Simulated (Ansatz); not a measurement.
CaSe:
```cif
data_CaSe
_chemical_formula_sum 'Ca1 Se1'
_space_group_name_H-M_alt 'P 1'
_space_group_IT_number 1
_cell_length_a 4.21286
_cell_length_b 4.21286
_cell_length_c 4.21286
_cell_angle_alpha 60.000
_cell_angle_beta 60.000
_cell_angle_gamma 60.000
loop_
_space_group_symop_operation_xyz
  'x, y, z'
loop_
_atom_site_label
_atom_site_type_symbol
_atom_site_fract_x
_atom_site_fract_y
_atom_site_fract_z
_atom_site_occupancy
Ca1 Ca 0.00000 0.00000 0.00000 1
Se1 Se 0.50000 0.50000 0.50000 1
```

Relaxed with PBE.

Problem. Tabulate the valence density and the electron localisation function along the shortest Ca–Se contact (2.98 Å), DFT-PBE in the program Ansatz with PAW potentials.

Solution. 

| distance from Ca (Å) | density (e/Å³) | ELF |
|---|---|---|
| 0.30 | 5.87 | 0.82 |
| 0.45 | 4.45 | 0.86 |
| 0.60 | 2.81 | 0.86 |
| 0.74 | 1.47 | 0.82 |
| 0.89 | 0.67 | 0.62 |
| 1.04 | 0.31 | 0.24 |
| 1.19 | 0.18 | 0.09 |
| 1.34 | 0.15 | 0.12 |
| 1.49 | 0.18 | 0.37 |
| 1.64 | 0.25 | 0.67 |
| 1.79 | 0.35 | 0.78 |
| 1.94 | 0.53 | 0.81 |
| 2.09 | 0.76 | 0.81 |
| 2.23 | 1.33 | 0.79 |
| 2.38 | 3.16 | 0.69 |
| 2.53 | 8.45 | 0.49 |
| 2.68 | 20.39 | 0.26 |

The density is the valence pseudo-density with augmentation charge, so density and ELF within about 1 Å of a nucleus are not all-electron values.

Space group Fm-3m (rock salt). The PBE relaxation kept the symmetry of its start; phonons on a q-mesh show no instability.

Potentials: the later of the program's two PAW sets.
